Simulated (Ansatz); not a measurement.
## Where the states of FePt lie

```cif
data_structure
_symmetry_space_group_name_H-M 'P4/mmm'
_symmetry_Int_Tables_number 123
_cell_length_a 2.7217
_cell_length_b 2.7217
_cell_length_c 3.7000
_cell_angle_alpha 90.000
_cell_angle_beta 90.000
_cell_angle_gamma 90.000
_cell_volume 27.41
loop_
_atom_site_label
_atom_site_type_symbol
_atom_site_symmetry_multiplicity
_atom_site_Wyckoff_symbol
_atom_site_fract_x
_atom_site_fract_y
_atom_site_fract_z
_atom_site_occupancy
Fe1 Fe 1 d 0.50000 0.50000 0.50000 1
Pt1 Pt 1 a 0.00000 0.00000 0.00000 1
```

The runs use the primitive cell with vectors (2.722, 0.000, 0.000), (0.000, 2.722, 0.000), (0.000, 0.000, 3.700) Å, to which the k mesh refers.

The geometry is COD entry 1540807, unchecked; take it as a test cell.

The magnetic state is the one reached from the start moments; no search over orders was made, so it needn't be the ground state.

Spin–orbit coupling is left out, though it moves levels of the heavy atoms by tenths of an eV or more.

All numbers below come from Ansatz 0.2.0, DFT, PBE, all-electron LAPW, scalar-relativistic.

Sampling and basis: a Γ-centred 12×12×9 k mesh, Fermi–Dirac smearing of 0.05 eV, basis error target 1 meV/atom, spin-polarised from start moments Fe1 3 μB, ending with a cell moment of 3.29 μB.

States per eV and cell, averaged over 0.6 eV, from -5.8 to 3.6 eV, with energies (bin centres) from the Fermi level; empty bins are left out. The partial columns, the largest 4 alone, are projections on Löwdin-orthogonalised atomic shells (those that the program's projection atoms carry: the occupied ones and, for some elements, an empty d or f shell; other empty shells have no column), summed over atoms of an element and both spins. Weights on diffuse s and p shells depend on that basis and aren't pure angular character.

```
E (eV)  spin-up  spin-down  Fe 3d  Pt 5d  Fe 4s  Pt 6s
  -5.6     1.45       1.05   0.41   1.65   0.26   0.15
  -5.0     1.41       1.34   0.52   1.98   0.10   0.12
  -4.4     1.18       1.10   0.51   1.61   0.04   0.08
  -3.8     1.60       1.13   0.82   1.70   0.05   0.09
  -3.2     2.17       1.12   1.48   1.56   0.08   0.10
  -2.6     2.19       1.28   1.76   1.51   0.06   0.07
  -2.0     1.86       1.02   1.35   1.34   0.07   0.06
  -1.4     1.86       0.87   1.41   1.07   0.10   0.05
  -0.8     1.68       1.19   1.56   1.08   0.08   0.04
  -0.2     0.63       1.19   1.17   0.44   0.08   0.05
   0.4     0.31       1.18   1.04   0.27   0.07   0.05
   1.0     0.23       2.35   1.89   0.47   0.06   0.06
   1.6     0.21       1.81   1.50   0.30   0.06   0.07
   2.2     0.27       0.45   0.26   0.14   0.07   0.12
   2.8     0.28       0.37   0.19   0.09   0.09   0.10
   3.4     0.25       0.34   0.12   0.06   0.09   0.09
```

Question: Which of the resolved shells contributes most within 0.3 eV of the Fermi level?

Answer: Fe 3d, with 64 % of all states there; Pt 5d follows with 22 %.

Question: Where is the centre of the filled Fe 3d states between -14 eV and the top of the filled states?

Answer: -2.42 eV from the Fermi level.
